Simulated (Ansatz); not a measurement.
Method: PBE+U (U_eff = 6 eV on Gd 4f), scalar-relativistic; collinear spin; PAW, 420 eV, 8×8×8 k-mesh, Gaussian smearing of 0.05 eV; code Ansatz. The datasets are Ansatz's generated set soft_2.

A crystal of composition GdX, relaxed at this level of theory, gives this pattern between 10° and 80°.

Cu Kα1 powder pattern (kinematic, no thermal factors).
2θ (°) (relative intensity): 25.61 (1), 36.53 (100), 52.63 (18), 65.77 (37), 77.64 (12)

Q: Which lattice and cell does the pattern come from?

A: Cubic, space group Pm-3m (No. 221), a = 3.475 Å, b = 3.475 Å, c = 3.475 Å, α = 90.00°, β = 90.00°, γ = 90.00°. The line positions fix the lattice at most, not the space group, and lines under 1 % of the strongest aren't listed; this is the group of the computed cell.

A compound GdX has these computed properties.

```json
{"Band gap": "zero (metallic)", "Density of states at the Fermi level": "1.9 states/(eV·atom)", "Magnetic state": "ferromagnetic", "Site spin moments": "Gd 7.09; X -0.19 μB", "Spin moment of the cell": "7.06 μB", "Bader charges": "Gd 1.12; X -1.12 e", "f electrons (orthogonalised atomic orbitals)": "Gd 7.03", "Bulk modulus (Birch–Murnaghan)": "114 GPa", "Pressure derivative B0′": "3.6"}
```

Sites: Gd on 1a, X on 1b.

Q: Which element is X?
A. Ir
B. Re
C. Os
D. W

A: B. X is Re, so the compound is GdRe.

The start was a prototype's sites filled with these elements, not a measured cell.

These numbers lack spin–orbit coupling. The run wasn't fully tested for a lower electronic state. Site moments are of spin, integrated over atomic spheres. The moments were started parallel, and the real magnetic order may be another.
